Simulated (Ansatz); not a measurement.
# Relaxing a structure of YMnO3

The start is a generated trial cell of YMnO3 in the AFLOW prototype ABC3_hR10_167_a_b_e (as in LiNbO3). A full variable-cell relaxation at zero pressure is run with r2SCAN (plane waves to 500 eV, PAW, scalar-relativistic; Ansatz, a quantum-chemistry and plane-wave program). The first steps use a coarse 5×5×5 k-mesh.

The start:
```
CELL_PARAMETERS angstrom
      2.65311     1.53177     4.63480
     -2.65311     1.53177     4.63480
      0.00000    -3.06355     4.63480
ATOMIC_POSITIONS crystal
  Y  0.25000 0.25000 0.25000
  Y  0.75000 0.75000 0.75000
  Mn 0.00000 0.00000 0.00000
  Mn 0.50000 0.50000 0.50000
  O  0.64243 0.85757 0.25000
  O  0.25000 0.64243 0.85757
  O  0.85757 0.25000 0.64243
  O  0.35757 0.14243 0.75000
  O  0.75000 0.35757 0.14243
  O  0.14243 0.75000 0.35757
```
Spin-polarised start, with parallel moments on Mn.

```json
{
  "initial_pressure": "+6 GPa (positive: the cell is compressed)",
  "largest_initial_force": "about 1.6 eV/Å, on O5, O6, O7, O8, O9, O10 (atoms numbered as listed)",
  "outcome": "The space group stays R-3c (No. 167) (the run could not lower it), with 10 atoms in the primitive magnetic cell",
  "energy_released": "0.09 eV/atom",
  "Shortest distances (start → end)": "The closest pairs of elements (up to four, under 3.6 Å), start → end: Mn–O 2.00 → 1.98 Å; O–Y 2.08 → 2.22 Å; O–O 2.83 → 2.72 Å; Mn–Y 3.28 → 3.23 Å",
  "band_gap_at_the_end": "no gap: a half-metal at this level (one spin channel is gapped at the Fermi level)",
  "moments_at_the_end": "net 0.80 μB/atom, ferromagnetic",
  "optimiser_moves": "6"
}
```

Relaxed structure:

```cif
data_Mn6O18Y6
_chemical_formula_sum 'Y6 Mn6 O18'
_space_group_name_H-M_alt 'R-3c :H'
_space_group_IT_number 167
_space_group_name_Hall '-R 3 2"c'
_cell_length_a 5.46746
_cell_length_b 5.46746
_cell_length_c 12.90885
_cell_angle_alpha 90.000
_cell_angle_beta 90.000
_cell_angle_gamma 120.000
loop_
_atom_site_label
_atom_site_type_symbol
_atom_site_symmetry_multiplicity
_atom_site_Wyckoff_symbol
_atom_site_fract_x
_atom_site_fract_y
_atom_site_fract_z
_atom_site_occupancy
Y1 Y 6 a 0.00000 0.00000 0.25000 1
Mn1 Mn 6 b 0.00000 0.00000 0.00000 1
O1 O 18 e 0.59335 0.59335 0.25000 1
```
(The calculation used a cell of 10 atoms; values per cell refer to that cell.)

Final values are on a 11×11×11 k-mesh of the relaxed cell. Spin state reached: ferromagnetic (net 0.80 μB/atom), from parallel starting moments; other spin orders were not run from this start. r2SCAN tends to overstate moments in metals. The d or f electrons are treated with no Hubbard U. A magnetic insulating state can be missed without it.

The run could not lose the symmetry of its start: the end is stationary, and may be a saddle point rather than a minimum.

The relaxed structure here is a generated cell of YMnO3: the first start was made by placing the elements on the sites of a structure type, and the end was not matched to a known phase here, so it may be hypothetical.
